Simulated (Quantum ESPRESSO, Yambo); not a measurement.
At a photon energy of 7.62 eV, RPA with local fields on PBEsol bands shifted by a G0W0 scissor of 2.83 eV (Quantum ESPRESSO and Yambo; 8×8×4 mesh, 51 bands, 3 Ry local-field block, 0.2 eV broadening) gives ε = 2.44 + 0.9i for NaOH (space group P2_1/m, No. 11), field along x. Axes are Cartesian, with cell vectors (Å) (3.37, 0.00, 0.12), (0.00, 3.44, 0.00), (-1.36, 0.00, 5.12).

Problem. Work out n, κ, the normal-incidence reflectivity, the absorption coefficient and the penetration depth.

Solution. 
|ε| = 2.60; n = √((|ε| + ε1)/2) = 1.59, κ = √((|ε| − ε1)/2) = 0.28. R = ((n − 1)² + κ²)/((n + 1)² + κ²) = 0.06. α = 2Eκ/(ħc) with ħc = 197.327 eV nm: 0.0219 per nm = 2.2 × 10⁵ per cm, a 1/e depth of 46 nm. The computed direct gap is 6.14 eV, and the energy scale of the real crystal may differ from it. Excitonic effects are left out, and values at one energy depend on mesh and broadening. The scissor comes from a G0W0 run whose convergence isn't established. Convergence of the RPA response with its 8×8×4 mesh was not tested.

Geometry relaxed with PBE+D3(BJ); primitive cell a = 3.367 Å, b = 3.441 Å, c = 5.301 Å, α = γ = 90.00°, β = 102.92°.
